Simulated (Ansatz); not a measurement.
SnMo2N:
```cif
data_Mo4N2Sn2
_chemical_formula_sum 'Sn2 Mo4 N2'
_space_group_name_H-M_alt 'P63/mmc'
_space_group_IT_number 194
_space_group_name_Hall '-P 6c 2c'
_cell_length_a 3.21783
_cell_length_b 3.21783
_cell_length_c 12.92241
_cell_angle_alpha 90.000
_cell_angle_beta 90.000
_cell_angle_gamma 120.000
loop_
_atom_site_label
_atom_site_type_symbol
_atom_site_symmetry_multiplicity
_atom_site_Wyckoff_symbol
_atom_site_fract_x
_atom_site_fract_y
_atom_site_fract_z
_atom_site_occupancy
Sn1 Sn 2 d 0.66667 0.33333 0.25000 1
Mo1 Mo 4 f 0.33333 0.66667 0.07650 1
N1 N 2 a 0.00000 0.00000 0.00000 1
```

Relaxed with PBEsol.

Problem. Which orbitals make up the states near the Fermi level in plane-wave PAW PBEsol (Ansatz code)?

Solution. Within 0.5 eV of the Fermi level: Mo 4d 83 %, Sn 5p 8 %. Projections are on Löwdin-orthogonalised atomic valence shells; empty p or d shells of many metals are not among them.

Problem. Tabulate the density of states.

Solution. States/eV per cell of 8 atoms, in 0.25 eV bins, energy from the Fermi level.

| E (eV) | total | Mo 4d | N 2p | Sn 5p |
|---|---|---|---|---|
| -7.85 | 4.20 | 1.37 | 1.66 | 0.29 |
| -7.60 | 4.64 | 1.47 | 2.00 | 0.26 |
| -7.35 | 7.67 | 2.70 | 3.55 | 0.23 |
| -7.10 | 10.20 | 3.48 | 4.65 | 0.22 |
| -6.85 | 7.73 | 2.78 | 4.17 | 0.13 |
| -6.60 | 4.68 | 1.43 | 2.32 | 0.15 |
| -6.35 | 3.24 | 0.84 | 1.67 | 0.10 |
| -6.10 | 5.57 | 1.45 | 3.43 | 0.12 |
| -5.85 | 4.15 | 0.98 | 2.94 | 0.04 |
| -5.60 | 0.00 | 0.00 | 0.00 | 0.00 |
| -5.35 | 0.00 | 0.00 | 0.00 | 0.00 |
| -5.10 | 0.21 | 0.04 | 0.00 | 0.15 |
| -4.85 | 0.68 | 0.14 | 0.03 | 0.45 |
| -4.60 | 1.67 | 0.48 | 0.10 | 0.95 |
| -4.35 | 2.73 | 1.25 | 0.10 | 1.11 |
| -4.10 | 6.72 | 5.23 | 0.09 | 0.94 |
| -3.85 | 7.43 | 5.38 | 0.15 | 1.44 |
| -3.60 | 5.64 | 3.38 | 0.20 | 1.63 |
| -3.35 | 8.43 | 4.37 | 0.34 | 3.08 |
| -3.10 | 6.18 | 3.60 | 0.26 | 1.90 |
| -2.85 | 2.27 | 1.66 | 0.07 | 0.42 |
| -2.60 | 2.29 | 1.95 | 0.03 | 0.24 |
| -2.35 | 3.54 | 3.21 | 0.03 | 0.23 |
| -2.10 | 2.15 | 1.56 | 0.10 | 0.38 |
| -1.85 | 4.34 | 3.14 | 0.19 | 0.77 |
| -1.60 | 4.70 | 3.56 | 0.21 | 0.72 |
| -1.35 | 3.00 | 2.30 | 0.17 | 0.39 |
| -1.10 | 2.84 | 2.18 | 0.17 | 0.35 |
| -0.85 | 4.27 | 3.46 | 0.22 | 0.37 |
| -0.60 | 6.24 | 5.07 | 0.37 | 0.50 |
| -0.35 | 7.40 | 6.12 | 0.42 | 0.54 |
| -0.10 | 5.92 | 4.97 | 0.29 | 0.42 |
| 0.15 | 4.84 | 4.00 | 0.22 | 0.43 |
| 0.40 | 3.59 | 2.99 | 0.10 | 0.34 |
| 0.65 | 4.07 | 3.28 | 0.08 | 0.42 |
| 0.90 | 4.06 | 3.17 | 0.12 | 0.44 |
| 1.15 | 6.05 | 4.55 | 0.35 | 0.63 |
| 1.40 | 8.23 | 6.41 | 0.37 | 0.81 |
| 1.65 | 6.91 | 5.02 | 0.33 | 0.87 |
| 1.90 | 7.13 | 4.79 | 0.65 | 0.83 |
| 2.15 | 6.34 | 3.94 | 0.71 | 0.60 |
| 2.40 | 6.98 | 4.20 | 0.81 | 0.67 |
| 2.65 | 8.07 | 4.82 | 0.92 | 0.72 |
| 2.90 | 6.09 | 3.45 | 0.95 | 0.59 |
| 3.15 | 7.02 | 3.90 | 1.13 | 0.66 |
| 3.40 | 5.46 | 2.87 | 1.04 | 0.66 |
| 3.65 | 5.78 | 2.85 | 1.27 | 0.73 |
| 3.90 | 5.97 | 2.50 | 0.98 | 0.87 |
| 4.15 | 5.20 | 1.88 | 0.83 | 0.70 |
| 4.40 | 4.02 | 1.37 | 0.54 | 0.70 |
| 4.65 | 4.35 | 1.35 | 0.51 | 0.90 |

Space group P6_3/mmc. The start of the workflow was typed in or built on a structure type; neither database checked (COD, Materials Project) lists it. Its standing as an ambient phase is unchecked. Symmetry was held in the PBEsol relaxation; whether a distortion lowers the energy is not shown. The workflow began spin-polarised and lost its moments. Scalar-relativistic: spin–orbit coupling is off unless named, which matters more the heavier the elements.

Potentials: the earlier of the program's two PAW sets. The files were generated under PBE; for other functionals the program regenerates the frozen cores, and for LDA and PBEsol the local potential too.
